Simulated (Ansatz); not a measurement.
Question: Each is relaxed and computed with r²SCAN (plane waves, PAW; program Ansatz). Which is the only metal?
A. TiO2, P2_1/c (Ti on 4e, O on 4e, O on 4e)
B. LuTiGe, P4/nmm (Lu on 2c, Ti on 2a, Ge on 2c)
C. SiGe, R-3m (Si on 6c, Ge on 6c)
D. SrTiO3, cubic perovskite

Answer: B, LuTiGe, P4/nmm (Lu on 2c, Ti on 2a, Ge on 2c). LuTiGe: metal; TiO2: gap 2.70 eV (indirect); SiGe: gap 0.65 eV (indirect); SrTiO3: gap 2.26 eV (indirect). Spin orders computed, not proven ground states: LuTiGe, P4/nmm (Lu on 2c, Ti on 2a, Ge on 2c) ferrimagnetic. Typed or built starts, not in the databases checked: SiGe, R-3m (Si on 6c, Ge on 6c). Not the usual ambient phase: TiO2, P2_1/c (Ti on 4e, O on 4e, O on 4e). Standing as an ambient phase not checked: LuTiGe, P4/nmm (Lu on 2c, Ti on 2a, Ge on 2c). All cells were relaxed under the symmetry of their starts (and spin orders); stability against distortions was not tested throughout. Rows with no word on spin ran without spin polarisation. Spin–orbit coupling is left out wherever it is not named.

Potentials: the later of the program's two PAW sets.
